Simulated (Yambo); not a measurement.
BSE-type run in Yambo on KIO3 (space group R3c, No. 161), at zero momentum.

Quantum ESPRESSO step (PBEsol, PseudoDojo standard norm-conserving files, scalar-relativistic):
```
&CONTROL
  calculation = 'nscf'
  pseudo_dir = './pseudo'
  outdir = './out'
/
&SYSTEM
  ibrav = 0
  nat = 10
  ntyp = 3
  ecutwfc = 84.0
  ecutrho = 336.0
  occupations = 'fixed'
  force_symmorphic = .true.
  nbnd = 103
/
&ELECTRONS
  conv_thr = 1e-08
  diago_full_acc = .true.
  diago_thr_init = 1e-08
/
ATOMIC_SPECIES
O 15.9990 O.upf
K 39.0983 K.upf
I 126.9045 I.upf
CELL_PARAMETERS angstrom
  3.140575116000   1.813211889000   5.136470000000
 -3.140575116000   1.813211889000   5.136470000000
  0.000000000000  -3.626423777000   5.136470000000
ATOMIC_POSITIONS crystal
O   0.146570000000   0.259940000000   0.772810000000
O   0.259940000000   0.772810000000   0.146570000000
O   0.772810000000   0.146570000000   0.259940000000
O   0.272810000000   0.759940000000   0.646570000000
O   0.646570000000   0.272810000000   0.759940000000
O   0.759940000000   0.646570000000   0.272810000000
K   0.754210000000   0.754210000000   0.754210000000
K   0.254210000000   0.254210000000   0.254210000000
I   0.004093000000   0.004093000000   0.004093000000
I   0.504093000000   0.504093000000   0.504093000000
K_POINTS automatic
4 4 4 0 0 0
```

Yambo input:
```
rim_cut
optics
bse
bss
dipoles
em1s
RandQpts= 1000000
RandGvec= 1 Ry
FFTGvecs= 40 Ry
Chimod= "HARTREE"
BSKmod= "SEX"
BSEmod= "resonant"
BSSmod= "hs"
BSENGexx= 15 Ry
BSENGBlk= 3 Ry
% BSEQptR
 1 | 1 |
%
% BSEBands
 20 | 43 |
%
% BEnRange
 0.0 | 9.1 | eV
%
% BDmRange
 0.15 | 0.15 | eV
%
BEnSteps= 182
% BLongDir
 1.0 | 0.0 | 0.0 |
%
BSHayTrs= -0.02
BSSNEig= 24
WRbsWF
% BndsRnXs
 1 | 98 |
%
NGsBlkXs= 3 Ry
% LongDrXs
 1.0 | 1.0 | 1.0 |
%
```

From the report:

The dimension is k points × valence × conduction bands = 64 × 15 × 9 = 8640.
```
  [SLEPC] Approach                          : Krylov-Schur
  [SLEPC] Number of requested eigenvalues   :  24
  [SLEPC] Number of eigenvalues        [NEV]:  24
   [K] Dimension                                    :   8640
   [K] Bands                                        :   20   43
   [K] Exchange res                                 : yes
   [K] Correlation res                              : yes
   [K] W interaction is bare                        : no
   [K] RL vectors exchange                          :  1213
   [K] RL vectors correlation                       :  119
   [W] Matrix size                                  :  119
   [W] Bands                                        :    1   98
   [W] Coulomb Cutoff                               : none
   [W] Hxc Kernel                                   : HARTREE
```

Spin-orbit coupling is not included.

Geometry of the Materials Project entry, not relaxed at this level.

The structure is a Materials Project entry; no match was found in the copy of COD used, and its stability was not checked.
